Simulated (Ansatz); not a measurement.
## Field gradients at the nuclei in AlN

The cell is a structure deposited in the COD (the entry's cell lengths or inner coordinates differ somewhat from later room-temperature determinations), atoms as given.

```
Al N
1.0
     3.11300    0.00000    0.00000
    -1.55650    2.69594    0.00000
     0.00000    0.00000    4.98100
Al N
2 2
Cartesian
  0.0000 1.7973 0.0000
  1.5565 0.8986 2.4905
  0.0000 1.7973 1.8928
  1.5565 0.8986 4.3833
```

Atoms are numbered from 1 in the order listed; like atoms form one site, named after its first atom.

Level of theory: DFT, PBE, plane waves and PAW, scalar-relativistic, 420 eV cutoff, Γ-centred 11×11×6 k-points, Fermi–Dirac smearing 0.02 eV (Ansatz 0.2.0).

V_zz is the principal component of the electric field gradient with the largest magnitude, η = (V_xx − V_yy)/V_zz and C_Q = eQV_zz/h.

²⁷Al: I = 5/2, Q = 146.6 mb; ¹⁴N: I = 1, Q = 20.44 mb. Q values from Pyykkö, Mol. Phys. 116, 1328 (2018).

Q: Give the quadrupolar parameters of the distinct sites.

A: 

```csv
site,atoms (order as listed),first shell,V_zz (10²¹ V/m²),η,C_Q (MHz)
Al,"1, 2",4 N at 1.89 Å; also 1 N at 3.09 Å,0.25,0.00,0.901
N,"3, 4",4 Al at 1.89 Å; also 1 Al at 3.09 Å,-0.050,0.00,-0.025
```

An axis of threefold or higher order runs through Al and N, so V_zz lies along it and η is zero.

At this cell the principal stresses reach 5 GPa in size with PBE, which can matter for small gradients. The values hang on the deposited positions: relaxing the atoms moves V_zz on Al from 0.25 to 0.48.
